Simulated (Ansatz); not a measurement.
SrLa2O4, one structure, two calculations

Cell: a computed structure from the Materials Project (it need not be an observed phase), atoms as given.

Space group Fd-3m:1 (No. 227); a = 10.3511 Å.

```csv
site,Wyckoff,site symmetry,x,y,z
Sr,8a,-43m,0.7500,0.7500,0.2500
La,16d,.-3m,0.3750,0.3750,0.6250
O,32e,.3m,0.8895,0.8895,0.3895
```

One atom of each set is listed; the run and its k-mesh use a cell of 14 atoms with edges of 7.32, 7.32, 7.32 Å.

First run. Method: Kohn–Sham DFT in Ansatz, PBE, plane waves and PAW, scalar-relativistic, 420 eV cutoff, Γ-centred 4×4×4 k-points, Fermi–Dirac smearing 0.02 eV.

```tsv
site	V_zz (10²¹ V/m²)	η
La	-12.31	0.00
O	0.49	0.00
```

Second run. The same atoms and settings, except that spin–orbit coupling is included (fully relativistic PAW files).

Task: Given the first result, estimate the second.

Result: 

```tsv
site	V_zz	η	change of V_zz
La	-12.35	0.00	-0.04
O	0.49	0.00	0.00
```

The largest change of V_zz is on La, from -12.31 to -12.35. Sites without a gradient aren't listed.
